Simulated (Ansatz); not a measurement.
Relaxed candidate structures of PbS:

A. F-43m (No. 216), cF8, zinc blende type; a = b = c = 6.5430 Å, α = β = γ = 90.00°; S 4c (0.250, 0.250, 0.250); Pb 4a (0.000, 0.000, 0.000)

B. Fm-3m (No. 225), cF8, rock salt type; a = b = c = 5.9027 Å, α = β = γ = 90.00°; S 4a (0.000, 0.000, 0.000); Pb 4b (0.500, 0.500, 0.500)

C. P6₃/mmc (No. 194), hP4; a = b = 4.9511 Å, c = 5.9161 Å, α = β = 90.00°, γ = 120.00°; Pb 2d (0.667, 0.333, 0.250); S 2c (0.333, 0.667, 0.250)

**Question.** Put the candidates in order of energy per atom, lowest first, for PBEsol (plane waves to 420 eV, PAW, scalar-relativistic; Ansatz, a quantum-chemistry and plane-wave program).

**Answer.** B (reference, the lowest among the structures calculated here), C (+118 meV/atom), A (+263 meV/atom)

Each run could gain symmetry but not lose that of its start, so entries can be saddle points. From databases, or of a type measured for this composition: Fm-3m, cF8, rock salt type; the others are generated cells (placed on structure types, drawn at random, substituted or restacked) that were not matched to a known phase here. Energies are at zero temperature and pressure, without zero-point motion. No spin polarisation in the result. Without spin-orbit coupling the bands of the heavy element are not split, so the gap can be far off.
